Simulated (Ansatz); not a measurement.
AlFe (Pm-3m); start Fe3↑ Fe4↓ on spinors.

```
Al Fe
1.0
     0.00000    2.91000    2.91000
     2.91000    0.00000    0.00000
     0.00000    2.91000   -2.91000
Al Fe
2 2
Direct
  0.00000 0.00000 0.00000
  0.50000 0.00000 0.50000
  0.50000 0.50000 0.00000
  0.00000 0.50000 0.50000
```

The source of the geometry is a structure as deposited in COD, repeated to hold the magnetic orders; atoms and cell stay fixed.

Functional, mesh and filling: PBE, 7×10×7 k mesh, Fermi–Dirac smearing of 0.1 eV. PAW means Ansatz 0.2.0 on its default frozen-core files. Site moments are integrated in spheres about the atoms. Start moments (μB): Fe3 0.8, Fe4 0.8.

The self-consistent cycle went as follows.

| iteration | Harris–Foulkes energy less the last (meV) | density residual (eV) | ∫|m| (μB) |
| --- | --- | --- | --- |
| 1 | -525.584 | 1.5e+00 | 1.4514 |
| 2 | -301.816 | 5.7e-01 | 1.4853 |
| 3 | -200.410 | 3.7e-01 | 1.5356 |
| 4 | -6.181 | 1.4e-02 | 1.5854 |
| 5 | 0.794 | 5.8e-03 | 1.6137 |
| 6 | 5.188 | 3.3e-04 | 1.6347 |
| 7 | 4.372 | 6.0e-05 | 1.6517 |
| 8 | 3.332 | 3.9e-05 | 1.6643 |
| 9 | 1.830 | 1.1e-04 | 1.7099 |
| 10 | 1.386 | 6.1e-04 | 1.7395 |
| 11 | 1.502 | 1.3e-05 | 1.7518 |
| 12 | 0.939 | 9.9e-06 | 1.8308 |
| 13 | 0.095 | 1.9e-05 | 1.9565 |
| 14 | 0.002 | 1.7e-06 | 2.0128 |
| 15 | 0.000 | 1.2e-06 | 2.0193 |
| 16 | 0.000 | 1.2e-07 | 2.0181 |
| 17 | 0.000 | 1.9e-08 | 2.0193 |

Site moments (μB): Al1 (0.00, 0.00, 0.00); Al2 (0.00, 0.00, 0.00); Fe3 (0.00, 0.00, 0.93); Fe4 (0.00, 0.00, -0.93). Cell moment 0.00 μB.

The Ansatz runs typed with the search for lower states off end where their start leads. The magnetic state is the one that this cell and start allow. It needn't be the compound's measured order, which may need a larger cell or be absent.
